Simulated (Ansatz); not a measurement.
Here is the system:

TaSi:
```
CELL_PARAMETERS angstrom
      3.15209     0.00000     0.00000
      0.00000     3.15209     0.00000
      0.00000     0.00000     3.15209
ATOMIC_POSITIONS crystal
  Ta 0.00000 0.00000 0.00000
  Si 0.50000 0.50000 0.50000
```

This is the PBE-relaxed structure.

All from PBE (plane waves, PAW; program Ansatz), unless another level is named. Estimate the electronic character.

metallic (no gap).

And the density of states at the Fermi level?

0.86 states/eV per atom (mean over ±0.08 eV).

Next, the formation energy from the elements (no fitted shifts)?

-0.079 eV/atom.

Space group Pm-3m (CsCl type). A made-up cell: these elements were put on the sites of a structure type; neither database checked (COD, Materials Project) lists it. Whether it is the stable phase at ambient conditions was not checked. The cell was relaxed with PBE under the symmetry of its start; its stability against distortions is not shown here. No spin polarisation was allowed. The references are the lowest solids computed at this level, not always the standard phases. Spin–orbit coupling is left out wherever it is not named.

Potentials: the later of the program's two PAW sets.
